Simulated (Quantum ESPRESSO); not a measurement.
**Band energies of Rb₂NaScCl₆**

```
CELL_PARAMETERS angstrom
      0.00000     5.19068     5.19068
      5.19068     0.00000     5.19068
      5.19068     5.19068     0.00000
ATOMIC_POSITIONS crystal
  Na 0.50000 0.50000 0.50000
  Cl 0.76058 0.23942 0.23942
  Cl 0.23942 0.76058 0.76058
  Cl 0.23942 0.76058 0.23942
  Cl 0.76058 0.23942 0.76058
  Cl 0.23942 0.23942 0.76058
  Cl 0.76058 0.76058 0.23942
  Sc 0.00000 0.00000 0.00000
  Rb 0.75000 0.75000 0.75000
  Rb 0.25000 0.25000 0.25000
```

LDA (Quantum ESPRESSO, PseudoDojo norm-conserving, 88 Ry, without SOC); path ΓXWKΓLUWLK,UX; energies in eV from the valence-band maximum.

```csv
k (1/Å),point,band 36,band 37,band 38,band 39,band 40,band 41,band 42,band 43
0.00,Γ,-0.31,-0.31,0.00,0.00,0.00,3.77,3.77,3.77
0.20,,-0.37,-0.37,-0.14,-0.14,0.00,3.77,3.85,3.85
0.40,,-0.49,-0.49,-0.42,-0.42,-0.01,3.77,4.02,4.02
0.61,X,-0.70,-0.70,-0.47,-0.47,-0.02,3.78,4.10,4.10
0.61,W,-0.73,-0.70,-0.62,-0.27,-0.27,3.93,3.93,4.10
0.82,K,-0.73,-0.58,-0.48,-0.45,-0.14,3.85,4.04,4.06
1.03,,-0.62,-0.38,-0.34,-0.31,-0.22,3.91,3.91,3.96
1.25,,-0.39,-0.34,-0.14,-0.11,-0.05,3.81,3.83,3.85
1.46,Γ,-0.31,-0.31,0.00,0.00,0.00,3.77,3.77,3.77
1.64,,-0.33,-0.33,-0.08,-0.08,-0.04,3.80,3.82,3.82
1.81,,-0.36,-0.36,-0.25,-0.25,-0.16,3.83,3.90,3.90
1.99,L,-0.37,-0.37,-0.35,-0.35,-0.25,3.85,3.94,3.94
2.17,,-0.55,-0.43,-0.41,-0.34,-0.24,3.88,3.96,3.99
2.36,U,-0.73,-0.58,-0.48,-0.45,-0.14,3.85,4.04,4.06
2.36,W,-0.73,-0.70,-0.62,-0.27,-0.27,3.93,3.93,4.10
2.50,,-0.62,-0.58,-0.50,-0.28,-0.27,3.92,3.94,4.06
2.64,,-0.46,-0.42,-0.39,-0.31,-0.26,3.88,3.94,3.98
2.78,L,-0.37,-0.37,-0.35,-0.35,-0.25,3.85,3.94,3.94
2.91,,-0.45,-0.39,-0.39,-0.33,-0.25,3.87,3.94,3.97
3.03,,-0.67,-0.48,-0.43,-0.38,-0.21,3.88,3.98,4.02
3.15,K,-0.73,-0.58,-0.48,-0.45,-0.14,3.85,4.04,4.06
3.15,U,-0.73,-0.58,-0.48,-0.45,-0.14,3.85,4.04,4.06
3.37,X,-0.70,-0.70,-0.47,-0.47,-0.02,3.78,4.10,4.10
```

The LDA gap is direct, 3.77 eV at Γ. Another valence and conduction extremum on the path lies within 0.02 eV, too close to call.

Geometry of the Materials Project entry, not relaxed at this level.

The structure is a Materials Project entry; no match was found in the copy of COD used, and its stability was not checked.
